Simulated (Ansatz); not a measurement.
## Is this Sc3NbO2 structure stable?

It was reached by relaxing an invented guess, and it needn't be the stable form of this composition.

These are results of DFT PBE, scalar-relativistic, plane waves, PAW (Ansatz), not measurements. The final run on the 6-atom cell used 420 eV, a Γ-centred 12×12×4 mesh, 0.10 eV smearing and no spin polarisation.

Space group P-3m1 (No. 164). a = 3.139 Å, b = 3.139 Å, c = 10.176 Å, α = 90.00°, β = 90.00°, γ = 120.00°
| atom | site | symmetry | x | y | z |
| --- | --- | --- | --- | --- | --- |
| Sc | 2d | 3m. | 0.6667 | 0.3333 | 0.2391 |
| Sc | 1b | -3m. | 0.0000 | 0.0000 | 0.5000 |
| Nb | 1a | -3m. | 0.0000 | 0.0000 | 0.0000 |
| O | 2d | 3m. | 0.6667 | 0.3333 | 0.6226 |

The zero of energy is the elements' standard structures at the same level (O₂ as a molecule); no fitted shifts are applied.

Problem. These tests were run: energy against the elements; phonons at Γ. What do they show?

Solution.

```csv
test,result
energy against the elements,−1.91 eV/atom
phonons at Γ,lowest optical mode 75 cm⁻¹
```

It fails none of these tests. Whether a mixture of other phases lies lower isn't tested here. Phonons away from Γ weren't computed.

The cell is a metal run without spin; a magnetic state may lie lower. The run for the phonons used a 12×12×4 k mesh and Fermi–Dirac smearing of 0.15 eV.
